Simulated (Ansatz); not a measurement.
Equation of state of ZrC from a dense series

```xyz
2
Lattice="0.0000 2.3502 2.3502 2.3502 0.0000 2.3502 2.3502 2.3502 0.0000" Properties=species:S:1:pos:R:3 pbc="T T T"
Zr    2.3502    2.3502    2.3502
C     0.0000    0.0000    0.0000
```

Atom numbers follow the list: Zr1, C2.

The cell comes from COD entry 1562921, which wasn't checked; take it as a given geometry.

Computed with DFT, PBEsol, all-electron LAPW, scalar-relativistic in Ansatz 0.2.0.

Sampling and basis: a Γ-centred 15×15×15 k mesh, Fermi–Dirac smearing of 0.05 eV, basis error target 0.5 meV/atom, no spin polarisation.

The cell is scaled evenly. Fractional coordinates are held (clamped ions).

```tsv
V (Å³/atom)	P (GPa)
12.202	10.76
12.722	0.05
12.852	-2.29
12.981	-4.53
13.111	-6.65
13.241	-8.66
13.501	-12.39
13.760	-15.75
```

Question: Fit a third-order Birch–Murnaghan curve to the pressures.

Answer: P = (3B0/2)(y^(7/2) − y^(5/2))[1 + (3/4)(B0′ − 4)(y − 1)] with y = (V0/V)^(2/3) fits within 0.01 GPa for V0 = 12.724 Å³/atom, B0 = 235.9 GPa and B0′ = 4.06.

Question: Predict the pressure at the withheld volume, 12.462 Å³/atom.

Answer: There y = 1.0140, so the fit gives 5.13 GPa; the run gave 5.13 GPa.
